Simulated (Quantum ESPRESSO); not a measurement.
Simulation results for AlSi$_{3}$Ge$_{3}$P (made-up cell), GaGe$_{6}$P (made-up cell)

Computed with Quantum ESPRESSO 7.5. Calculation on a made-up crystal cell, not a measurement: periodic Kohn-Sham density functional theory in plane waves with PseudoDojo standard norm-conserving scalar-relativistic pseudopotentials, each functional with its own files (v0.5 for PBE, v0.4.1 for LDA and PBEsol), no spin polarisation, no spin-orbit coupling, atoms not relaxed, stress positive in tension, energies less a fixed whole-eV offset for each atom's element; levels are Kohn-Sham levels at fractions of this cell's reciprocal vectors, counted from the reference band (half the neutral cell's valence electrons, rounded up) at Gamma; error bars cover cutoff and k-mesh only, not smearing or the files; added strain carries the atoms with the cell, and shear is the tensor component; each bar is the largest change over components, and at least 0.002 eV, 0.002 eV per angstrom or 0.02 GPa; energies are for the whole cell, and the offsets were chosen from early runs and are not element reference energies.

Common to all runs: lattice type zincblende/diamond; functional pbe; fermi dirac smearing 0.1 eV; scf tolerance 1e-07 eV; electrons removed 0; k mesh 6 x 6 x 6, shifted by half a step.

(1) 
```cif
# cell vector a (Å): 5.4321 -0.0480 0.0155
# cell vector b (Å): -0.0480 5.4504 -0.0444
# cell vector c (Å): 0.0155 -0.0444 5.4017
data_AlSi3Ge3P
_symmetry_space_group_name_H-M 'P 1'
_symmetry_Int_Tables_number 1
_cell_length_a 5.4323
_cell_length_b 5.4508
_cell_length_c 5.4019
_cell_angle_alpha 90.939
_cell_angle_beta 89.668
_cell_angle_gamma 91.012
_cell_volume 159.90
loop_
_atom_site_label
_atom_site_type_symbol
_atom_site_fract_x
_atom_site_fract_y
_atom_site_fract_z
_atom_site_occupancy
Ge1 Ge 0.00258 0.00029 0.00142 1
Al1 Al 0.99548 0.48884 0.48606 1
Si1 Si 0.50595 0.00934 0.50215 1
Ge2 Ge 0.50907 0.48306 0.99688 1
Si2 Si 0.23511 0.25357 0.24668 1
Ge3 Ge 0.25249 0.75717 0.75308 1
Si3 Si 0.73247 0.24780 0.75764 1
P1 P 0.76315 0.75975 0.25442 1
_calc_cutoff 1061  # eV
_calc_added_strain_kind 'zz'
_calc_added_strain 0.001
_calc_structure_shown 'before the added strain of 0.001'
_calc_free_energy_less_offsets 0.5012  # eV
_calc_smearing_term_minus_ts -0.02049  # eV
_calc_scf_iterations 10
_calc_pressure 9.466  # GPa
_calc_stress_xx -9.048  # GPa
_calc_stress_yy -9.308  # GPa
_calc_stress_zz -10.04  # GPa
_calc_stress_yz -4.866  # GPa
_calc_stress_xz 3.599  # GPa
_calc_stress_xy -0.09197  # GPa
_calc_fermi_level 0.04594  # eV
_calc_reference_band 31
_calc_error_bar_energy 0.002  # eV
_calc_error_bar_stress 0.03042  # GPa
_calc_error_bar_force 0.003774  # eV/angstrom
_calc_error_bar_next_band_up 0.002  # eV
_calc_error_bar_fermi_level 0.004522  # eV
_calc_error_bars_from 'tighter rerun of this cell'
```

Atoms:
| atoms element | atom site | atom energy offset (eV) |
| --- | --- | --- |
| Ge | 1 | -2430 |
| Al | 2 | -64 |
| Si | 3 | -115 |
| Ge | 4 | -2430 |
| Si | 5 | -115 |
| Ge | 6 | -2430 |
| Si | 7 | -115 |
| P | 8 | -189 |

Forces:
| site | x (eV/Å) | y (eV/Å) | z (eV/Å) |
| --- | --- | --- | --- |
| 1 | -0.8298 | 0.5092 | -0.6742 |
| 2 | -0.7172 | 1.038 | 1.614 |
| 3 | -0.956 | -0.307 | -1.04 |
| 4 | -1.463 | 1.986 | 1.197 |
| 5 | 2.115 | -0.7918 | 0.471 |
| 6 | 0.5001 | -1.301 | -0.9231 |
| 7 | 2.387 | -0.7372 | -1.098 |
| 8 | -1.035 | -0.3961 | 0.4536 |

Levels:
| level k point | next band up (eV) |
| --- | --- |
| Gamma | 0.1328 |
| (1/2,1/2,1/2) | -0.03553 |
| (0.15,0,0) | 0.05943 |
| (0,0.15,0) | 0.1107 |
| (0,0,0.15) | 0.01061 |

(2) 
```cif
# cell vector a (Å): 5.4321 -0.0480 0.0155
# cell vector b (Å): -0.0480 5.4504 -0.0444
# cell vector c (Å): 0.0155 -0.0444 5.4017
data_AlSi3Ge3P
_symmetry_space_group_name_H-M 'P 1'
_symmetry_Int_Tables_number 1
_cell_length_a 5.4323
_cell_length_b 5.4508
_cell_length_c 5.4019
_cell_angle_alpha 90.939
_cell_angle_beta 89.668
_cell_angle_gamma 91.012
_cell_volume 159.90
loop_
_atom_site_label
_atom_site_type_symbol
_atom_site_fract_x
_atom_site_fract_y
_atom_site_fract_z
_atom_site_occupancy
Ge1 Ge 0.00258 0.00029 0.00142 1
Al1 Al 0.99548 0.48884 0.48606 1
Si1 Si 0.50595 0.00934 0.50215 1
Ge2 Ge 0.50907 0.48306 0.99688 1
Si2 Si 0.23511 0.25357 0.24668 1
Ge3 Ge 0.25249 0.75717 0.75308 1
Si3 Si 0.73247 0.24780 0.75764 1
P1 P 0.76315 0.75975 0.25442 1
_calc_cutoff 1061  # eV
_calc_added_strain_kind 'zz'
_calc_added_strain 0.0038
_calc_structure_shown 'before the added strain of 0.0038'
_calc_free_energy_less_offsets 0.4738  # eV
_calc_smearing_term_minus_ts -0.0205  # eV
_calc_scf_iterations 10
_calc_pressure 9.163  # GPa
_calc_stress_xx -8.804  # GPa
_calc_stress_yy -9.065  # GPa
_calc_stress_zz -9.62  # GPa
_calc_stress_yz -4.824  # GPa
_calc_stress_xz 3.563  # GPa
_calc_stress_xy -0.09593  # GPa
_calc_fermi_level 0.05068  # eV
_calc_reference_band 31
_calc_error_bar_energy 0.002  # eV
_calc_error_bar_stress 0.03042  # GPa
_calc_error_bar_force 0.003774  # eV/angstrom
_calc_error_bar_next_band_up 0.002  # eV
_calc_error_bar_fermi_level 0.004522  # eV
_calc_error_bars_from 'tighter rerun of a related cell'
```

Atoms:
| atoms element | atom site | atom energy offset (eV) |
| --- | --- | --- |
| Ge | 1 | -2430 |
| Al | 2 | -64 |
| Si | 3 | -115 |
| Ge | 4 | -2430 |
| Si | 5 | -115 |
| Ge | 6 | -2430 |
| Si | 7 | -115 |
| P | 8 | -189 |

Forces:
| site | x (eV/Å) | y (eV/Å) | z (eV/Å) |
| --- | --- | --- | --- |
| 1 | -0.822 | 0.5075 | -0.667 |
| 2 | -0.7107 | 1.031 | 1.608 |
| 3 | -0.9489 | -0.3003 | -1.029 |
| 4 | -1.458 | 1.97 | 1.19 |
| 5 | 2.1 | -0.786 | 0.4642 |
| 6 | 0.4944 | -1.296 | -0.9183 |
| 7 | 2.37 | -0.7311 | -1.096 |
| 8 | -1.025 | -0.3948 | 0.4479 |

Levels:
| level k point | next band up (eV) |
| --- | --- |
| Gamma | 0.1338 |
| (1/2,1/2,1/2) | -0.0398 |
| (0.15,0,0) | 0.0623 |
| (0,0.15,0) | 0.112 |
| (0,0,0.15) | 0.02451 |

(3) 
```cif
# cell vector a (Å): 5.4321 -0.0480 0.0155
# cell vector b (Å): -0.0480 5.4504 -0.0444
# cell vector c (Å): 0.0155 -0.0444 5.4017
data_AlSi3Ge3P
_symmetry_space_group_name_H-M 'P 1'
_symmetry_Int_Tables_number 1
_cell_length_a 5.4323
_cell_length_b 5.4508
_cell_length_c 5.4019
_cell_angle_alpha 90.939
_cell_angle_beta 89.668
_cell_angle_gamma 91.012
_cell_volume 159.90
loop_
_atom_site_label
_atom_site_type_symbol
_atom_site_fract_x
_atom_site_fract_y
_atom_site_fract_z
_atom_site_occupancy
Ge1 Ge 0.00258 0.00029 0.00142 1
Al1 Al 0.99548 0.48884 0.48606 1
Si1 Si 0.50595 0.00934 0.50215 1
Ge2 Ge 0.50907 0.48306 0.99688 1
Si2 Si 0.23511 0.25357 0.24668 1
Ge3 Ge 0.25249 0.75717 0.75308 1
Si3 Si 0.73247 0.24780 0.75764 1
P1 P 0.76315 0.75975 0.25442 1
_calc_cutoff 1061  # eV
_calc_added_strain_kind 'zz'
_calc_added_strain 0.0138
_calc_structure_shown 'before the added strain of 0.0138'
_calc_free_energy_less_offsets 0.3852  # eV
_calc_smearing_term_minus_ts -0.02077  # eV
_calc_scf_iterations 10
_calc_pressure 8.109  # GPa
_calc_stress_xx -7.969  # GPa
_calc_stress_yy -8.235  # GPa
_calc_stress_zz -8.122  # GPa
_calc_stress_yz -4.673  # GPa
_calc_stress_xz 3.435  # GPa
_calc_stress_xy -0.1106  # GPa
_calc_fermi_level 0.07149  # eV
_calc_reference_band 31
_calc_error_bar_energy 0.002  # eV
_calc_error_bar_stress 0.03042  # GPa
_calc_error_bar_force 0.003774  # eV/angstrom
_calc_error_bar_next_band_up 0.002  # eV
_calc_error_bar_fermi_level 0.004522  # eV
_calc_error_bars_from 'tighter rerun of a related cell'
```

Atoms:
| atoms element | atom site | atom energy offset (eV) |
| --- | --- | --- |
| Ge | 1 | -2430 |
| Al | 2 | -64 |
| Si | 3 | -115 |
| Ge | 4 | -2430 |
| Si | 5 | -115 |
| Ge | 6 | -2430 |
| Si | 7 | -115 |
| P | 8 | -189 |

Forces:
| site | x (eV/Å) | y (eV/Å) | z (eV/Å) |
| --- | --- | --- | --- |
| 1 | -0.7938 | 0.4996 | -0.6424 |
| 2 | -0.6875 | 1.003 | 1.59 |
| 3 | -0.9238 | -0.2766 | -0.9956 |
| 4 | -1.435 | 1.911 | 1.165 |
| 5 | 2.05 | -0.7661 | 0.4389 |
| 6 | 0.4721 | -1.276 | -0.8973 |
| 7 | 2.31 | -0.7067 | -1.083 |
| 8 | -0.9918 | -0.388 | 0.4242 |

Levels:
| level k point | next band up (eV) |
| --- | --- |
| Gamma | 0.1446 |
| (1/2,1/2,1/2) | -0.04915 |
| (0.15,0,0) | 0.07672 |
| (0,0.15,0) | 0.1202 |
| (0,0,0.15) | 0.07607 |

(4) 
```cif
# cell vector a (Å): 5.4321 -0.0480 0.0155
# cell vector b (Å): -0.0480 5.4504 -0.0444
# cell vector c (Å): 0.0155 -0.0444 5.4017
data_AlSi3Ge3P
_symmetry_space_group_name_H-M 'P 1'
_symmetry_Int_Tables_number 1
_cell_length_a 5.4323
_cell_length_b 5.4508
_cell_length_c 5.4019
_cell_angle_alpha 90.939
_cell_angle_beta 89.668
_cell_angle_gamma 91.012
_cell_volume 159.90
loop_
_atom_site_label
_atom_site_type_symbol
_atom_site_fract_x
_atom_site_fract_y
_atom_site_fract_z
_atom_site_occupancy
Ge1 Ge 0.00258 0.00029 0.00142 1
Al1 Al 0.99548 0.48884 0.48606 1
Si1 Si 0.50595 0.00934 0.50215 1
Ge2 Ge 0.50907 0.48306 0.99688 1
Si2 Si 0.23511 0.25357 0.24668 1
Ge3 Ge 0.25249 0.75717 0.75308 1
Si3 Si 0.73247 0.24780 0.75764 1
P1 P 0.76315 0.75975 0.25442 1
_calc_cutoff 1061  # eV
_calc_added_strain_kind 'zz'
_calc_added_strain 0.0214
_calc_structure_shown 'before the added strain of 0.0214'
_calc_free_energy_less_offsets 0.3277  # eV
_calc_smearing_term_minus_ts -0.0212  # eV
_calc_scf_iterations 10
_calc_pressure 7.337  # GPa
_calc_stress_xx -7.369  # GPa
_calc_stress_yy -7.64  # GPa
_calc_stress_zz -7.001  # GPa
_calc_stress_yz -4.562  # GPa
_calc_stress_xz 3.341  # GPa
_calc_stress_xy -0.1217  # GPa
_calc_fermi_level 0.08983  # eV
_calc_reference_band 31
_calc_error_bar_energy 0.002  # eV
_calc_error_bar_stress 0.03042  # GPa
_calc_error_bar_force 0.003774  # eV/angstrom
_calc_error_bar_next_band_up 0.002  # eV
_calc_error_bar_fermi_level 0.004522  # eV
_calc_error_bars_from 'tighter rerun of a related cell'
```

Atoms:
| atoms element | atom site | atom energy offset (eV) |
| --- | --- | --- |
| Ge | 1 | -2430 |
| Al | 2 | -64 |
| Si | 3 | -115 |
| Ge | 4 | -2430 |
| Si | 5 | -115 |
| Ge | 6 | -2430 |
| Si | 7 | -115 |
| P | 8 | -189 |

Forces:
| site | x (eV/Å) | y (eV/Å) | z (eV/Å) |
| --- | --- | --- | --- |
| 1 | -0.7728 | 0.494 | -0.6243 |
| 2 | -0.6707 | 0.9834 | 1.573 |
| 3 | -0.9047 | -0.2595 | -0.9712 |
| 4 | -1.418 | 1.866 | 1.147 |
| 5 | 2.013 | -0.7506 | 0.4206 |
| 6 | 0.4557 | -1.261 | -0.8811 |
| 7 | 2.264 | -0.6888 | -1.072 |
| 8 | -0.9667 | -0.3834 | 0.4082 |

Levels:
| level k point | next band up (eV) |
| --- | --- |
| Gamma | 0.1582 |
| (1/2,1/2,1/2) | -0.02786 |
| (0.15,0,0) | 0.09056 |
| (0,0.15,0) | 0.1289 |
| (0,0,0.15) | 0.1155 |

(5) 
```cif
# cell vector a (Å): 5.5973 0.0000 0.0000
# cell vector b (Å): 0.0000 5.5973 0.0000
# cell vector c (Å): 0.0000 0.0000 5.5973
data_GaGe6P
_symmetry_space_group_name_H-M 'P 1'
_symmetry_Int_Tables_number 1
_cell_length_a 5.5973
_cell_length_b 5.5973
_cell_length_c 5.5973
_cell_angle_alpha 90.000
_cell_angle_beta 90.000
_cell_angle_gamma 90.000
_cell_volume 175.36
loop_
_atom_site_label
_atom_site_type_symbol
_atom_site_fract_x
_atom_site_fract_y
_atom_site_fract_z
_atom_site_occupancy
Ge1 Ge 0.99176 0.00055 0.99491 1
Ge2 Ge 0.02249 0.50062 0.50769 1
Ge3 Ge 0.50062 0.00279 0.51266 1
Ge4 Ge 0.49435 0.48132 0.00888 1
P1 P 0.26177 0.24739 0.25250 1
Ge5 Ge 0.24171 0.74625 0.74979 1
Ge6 Ge 0.75854 0.23581 0.75436 1
Ga1 Ga 0.75152 0.73900 0.25709 1
_calc_cutoff 1088  # eV
_calc_added_strain_kind 'uniform'
_calc_added_strain -0.0212
_calc_structure_shown 'before the added strain of -0.0212'
_calc_free_energy_less_offsets -2.486  # eV
_calc_smearing_term_minus_ts -0.02647  # eV
_calc_scf_iterations 10
_calc_pressure 11.22  # GPa
_calc_stress_xx -11.06  # GPa
_calc_stress_yy -11.27  # GPa
_calc_stress_zz -11.34  # GPa
_calc_stress_yz -0.1154  # GPa
_calc_stress_xz -1.959  # GPa
_calc_stress_xy -0.8637  # GPa
_calc_fermi_level -0.06553  # eV
_calc_reference_band 51
_calc_error_bar_energy 0.0034  # eV
_calc_error_bar_stress 0.02309  # GPa
_calc_error_bar_force 0.009087  # eV/angstrom
_calc_error_bar_next_band_up 0.002  # eV
_calc_error_bar_fermi_level 0.01446  # eV
_calc_error_bars_from 'tighter rerun of a related cell'
```

Atoms:
| atoms element | atom site | atom energy offset (eV) |
| --- | --- | --- |
| Ge | 1 | -2430 |
| Ge | 2 | -2430 |
| Ge | 3 | -2430 |
| Ge | 4 | -2430 |
| P | 5 | -189 |
| Ge | 6 | -2430 |
| Ge | 7 | -2430 |
| Ga | 8 | -2080 |

Forces:
| site | x (eV/Å) | y (eV/Å) | z (eV/Å) |
| --- | --- | --- | --- |
| 1 | 0.6743 | -1.216 | 2.046 |
| 2 | -1.793 | -0.945 | -1.475 |
| 3 | 0.2496 | -1.026 | -1.204 |
| 4 | 0.9247 | 1.279 | -0.3314 |
| 5 | -0.9298 | -0.7342 | 0.307 |
| 6 | 1.393 | 0.5955 | 1.331 |
| 7 | -0.4162 | 1.894 | -0.7066 |
| 8 | -0.1027 | 0.1537 | 0.03245 |

Levels:
| level k point | next band up (eV) |
| --- | --- |
| Gamma | 0.203 |
| (1/2,1/2,1/2) | -0.4521 |
| (0.15,0,0) | 0.0549 |
| (0,0.15,0) | 0.04867 |
| (0,0,0.15) | 0.2065 |

(6) 
```cif
# cell vector a (Å): 5.5973 0.0000 0.0000
# cell vector b (Å): 0.0000 5.5973 0.0000
# cell vector c (Å): 0.0000 0.0000 5.5973
data_GaGe6P
_symmetry_space_group_name_H-M 'P 1'
_symmetry_Int_Tables_number 1
_cell_length_a 5.5973
_cell_length_b 5.5973
_cell_length_c 5.5973
_cell_angle_alpha 90.000
_cell_angle_beta 90.000
_cell_angle_gamma 90.000
_cell_volume 175.36
loop_
_atom_site_label
_atom_site_type_symbol
_atom_site_fract_x
_atom_site_fract_y
_atom_site_fract_z
_atom_site_occupancy
Ge1 Ge 0.99176 0.00055 0.99491 1
Ge2 Ge 0.02249 0.50062 0.50769 1
Ge3 Ge 0.50062 0.00279 0.51266 1
Ge4 Ge 0.49435 0.48132 0.00888 1
P1 P 0.26177 0.24739 0.25250 1
Ge5 Ge 0.24171 0.74625 0.74979 1
Ge6 Ge 0.75854 0.23581 0.75436 1
Ga1 Ga 0.75152 0.73900 0.25709 1
_calc_cutoff 1088  # eV
_calc_added_strain_kind 'uniform'
_calc_added_strain -0.0187
_calc_structure_shown 'before the added strain of -0.0187'
_calc_free_energy_less_offsets -2.572  # eV
_calc_smearing_term_minus_ts -0.02661  # eV
_calc_scf_iterations 10
_calc_pressure 10.43  # GPa
_calc_stress_xx -10.27  # GPa
_calc_stress_yy -10.47  # GPa
_calc_stress_zz -10.55  # GPa
_calc_stress_yz -0.1193  # GPa
_calc_stress_xz -1.907  # GPa
_calc_stress_xy -0.8381  # GPa
_calc_fermi_level -0.0655  # eV
_calc_reference_band 51
_calc_error_bar_energy 0.0034  # eV
_calc_error_bar_stress 0.02309  # GPa
_calc_error_bar_force 0.009087  # eV/angstrom
_calc_error_bar_next_band_up 0.002  # eV
_calc_error_bar_fermi_level 0.01446  # eV
_calc_error_bars_from 'tighter rerun of this cell'
```

Atoms:
| atoms element | atom site | atom energy offset (eV) |
| --- | --- | --- |
| Ge | 1 | -2430 |
| Ge | 2 | -2430 |
| Ge | 3 | -2430 |
| Ge | 4 | -2430 |
| P | 5 | -189 |
| Ge | 6 | -2430 |
| Ge | 7 | -2430 |
| Ga | 8 | -2080 |

Forces:
| site | x (eV/Å) | y (eV/Å) | z (eV/Å) |
| --- | --- | --- | --- |
| 1 | 0.6545 | -1.203 | 2.007 |
| 2 | -1.768 | -0.9206 | -1.45 |
| 3 | 0.2523 | -1.016 | -1.186 |
| 4 | 0.9121 | 1.259 | -0.3203 |
| 5 | -0.9093 | -0.7136 | 0.3013 |
| 6 | 1.368 | 0.5828 | 1.306 |
| 7 | -0.4098 | 1.858 | -0.6898 |
| 8 | -0.09934 | 0.153 | 0.03145 |

Levels:
| level k point | next band up (eV) |
| --- | --- |
| Gamma | 0.2067 |
| (1/2,1/2,1/2) | -0.4526 |
| (0.15,0,0) | 0.06437 |
| (0,0.15,0) | 0.05871 |
| (0,0,0.15) | 0.2168 |

(7) 
```cif
# cell vector a (Å): 5.5973 0.0000 0.0000
# cell vector b (Å): 0.0000 5.5973 0.0000
# cell vector c (Å): 0.0000 0.0000 5.5973
data_GaGe6P
_symmetry_space_group_name_H-M 'P 1'
_symmetry_Int_Tables_number 1
_cell_length_a 5.5973
_cell_length_b 5.5973
_cell_length_c 5.5973
_cell_angle_alpha 90.000
_cell_angle_beta 90.000
_cell_angle_gamma 90.000
_cell_volume 175.36
loop_
_atom_site_label
_atom_site_type_symbol
_atom_site_fract_x
_atom_site_fract_y
_atom_site_fract_z
_atom_site_occupancy
Ge1 Ge 0.99176 0.00055 0.99491 1
Ge2 Ge 0.02249 0.50062 0.50769 1
Ge3 Ge 0.50062 0.00279 0.51266 1
Ge4 Ge 0.49435 0.48132 0.00888 1
P1 P 0.26177 0.24739 0.25250 1
Ge5 Ge 0.24171 0.74625 0.74979 1
Ge6 Ge 0.75854 0.23581 0.75436 1
Ga1 Ga 0.75152 0.73900 0.25709 1
_calc_cutoff 1088  # eV
_calc_added_strain_kind 'uniform'
_calc_added_strain -0.0134
_calc_structure_shown 'before the added strain of -0.0134'
_calc_free_energy_less_offsets -2.734  # eV
_calc_smearing_term_minus_ts -0.02694  # eV
_calc_scf_iterations 10
_calc_pressure 8.828  # GPa
_calc_stress_xx -8.673  # GPa
_calc_stress_yy -8.864  # GPa
_calc_stress_zz -8.946  # GPa
_calc_stress_yz -0.1246  # GPa
_calc_stress_xz -1.809  # GPa
_calc_stress_xy -0.7854  # GPa
_calc_fermi_level -0.06573  # eV
_calc_reference_band 51
_calc_error_bar_energy 0.0034  # eV
_calc_error_bar_stress 0.02309  # GPa
_calc_error_bar_force 0.009087  # eV/angstrom
_calc_error_bar_next_band_up 0.002  # eV
_calc_error_bar_fermi_level 0.01446  # eV
_calc_error_bars_from 'tighter rerun of a related cell'
```

Atoms:
| atoms element | atom site | atom energy offset (eV) |
| --- | --- | --- |
| Ge | 1 | -2430 |
| Ge | 2 | -2430 |
| Ge | 3 | -2430 |
| Ge | 4 | -2430 |
| P | 5 | -189 |
| Ge | 6 | -2430 |
| Ge | 7 | -2430 |
| Ga | 8 | -2080 |

Forces:
| site | x (eV/Å) | y (eV/Å) | z (eV/Å) |
| --- | --- | --- | --- |
| 1 | 0.6163 | -1.178 | 1.925 |
| 2 | -1.719 | -0.8724 | -1.399 |
| 3 | 0.2559 | -0.9952 | -1.149 |
| 4 | 0.8883 | 1.218 | -0.294 |
| 5 | -0.8657 | -0.6697 | 0.291 |
| 6 | 1.316 | 0.5608 | 1.253 |
| 7 | -0.3967 | 1.788 | -0.6568 |
| 8 | -0.09449 | 0.1491 | 0.02974 |

Levels:
| level k point | next band up (eV) |
| --- | --- |
| Gamma | 0.2134 |
| (1/2,1/2,1/2) | -0.4495 |
| (0.15,0,0) | 0.08287 |
| (0,0.15,0) | 0.07843 |
| (0,0,0.15) | 0.2373 |

(8) 
```cif
# cell vector a (Å): 5.5973 0.0000 0.0000
# cell vector b (Å): 0.0000 5.5973 0.0000
# cell vector c (Å): 0.0000 0.0000 5.5973
data_GaGe6P
_symmetry_space_group_name_H-M 'P 1'
_symmetry_Int_Tables_number 1
_cell_length_a 5.5973
_cell_length_b 5.5973
_cell_length_c 5.5973
_cell_angle_alpha 90.000
_cell_angle_beta 90.000
_cell_angle_gamma 90.000
_cell_volume 175.36
loop_
_atom_site_label
_atom_site_type_symbol
_atom_site_fract_x
_atom_site_fract_y
_atom_site_fract_z
_atom_site_occupancy
Ge1 Ge 0.99176 0.00055 0.99491 1
Ge2 Ge 0.02249 0.50062 0.50769 1
Ge3 Ge 0.50062 0.00279 0.51266 1
Ge4 Ge 0.49435 0.48132 0.00888 1
P1 P 0.26177 0.24739 0.25250 1
Ge5 Ge 0.24171 0.74625 0.74979 1
Ge6 Ge 0.75854 0.23581 0.75436 1
Ga1 Ga 0.75152 0.73900 0.25709 1
_calc_cutoff 1088  # eV
_calc_added_strain_kind 'uniform'
_calc_added_strain -0.0074
_calc_structure_shown 'before the added strain of -0.0074'
_calc_free_energy_less_offsets -2.888  # eV
_calc_smearing_term_minus_ts -0.02739  # eV
_calc_scf_iterations 10
_calc_pressure 7.153  # GPa
_calc_stress_xx -7.003  # GPa
_calc_stress_yy -7.184  # GPa
_calc_stress_zz -7.272  # GPa
_calc_stress_yz -0.1308  # GPa
_calc_stress_xz -1.701  # GPa
_calc_stress_xy -0.732  # GPa
_calc_fermi_level -0.06676  # eV
_calc_reference_band 51
_calc_error_bar_energy 0.0034  # eV
_calc_error_bar_stress 0.02309  # GPa
_calc_error_bar_force 0.009087  # eV/angstrom
_calc_error_bar_next_band_up 0.002  # eV
_calc_error_bar_fermi_level 0.01446  # eV
_calc_error_bars_from 'tighter rerun of a related cell'
```

Atoms:
| atoms element | atom site | atom energy offset (eV) |
| --- | --- | --- |
| Ge | 1 | -2430 |
| Ge | 2 | -2430 |
| Ge | 3 | -2430 |
| Ge | 4 | -2430 |
| P | 5 | -189 |
| Ge | 6 | -2430 |
| Ge | 7 | -2430 |
| Ga | 8 | -2080 |

Forces:
| site | x (eV/Å) | y (eV/Å) | z (eV/Å) |
| --- | --- | --- | --- |
| 1 | 0.5748 | -1.149 | 1.837 |
| 2 | -1.665 | -0.8214 | -1.345 |
| 3 | 0.2597 | -0.9697 | -1.11 |
| 4 | 0.8607 | 1.173 | -0.267 |
| 5 | -0.8182 | -0.6243 | 0.2807 |
| 6 | 1.261 | 0.5354 | 1.197 |
| 7 | -0.3831 | 1.71 | -0.6211 |
| 8 | -0.08953 | 0.146 | 0.02805 |

Levels:
| level k point | next band up (eV) |
| --- | --- |
| Gamma | 0.219 |
| (1/2,1/2,1/2) | -0.4417 |
| (0.15,0,0) | 0.1008 |
| (0,0.15,0) | 0.09784 |
| (0,0,0.15) | 0.2575 |
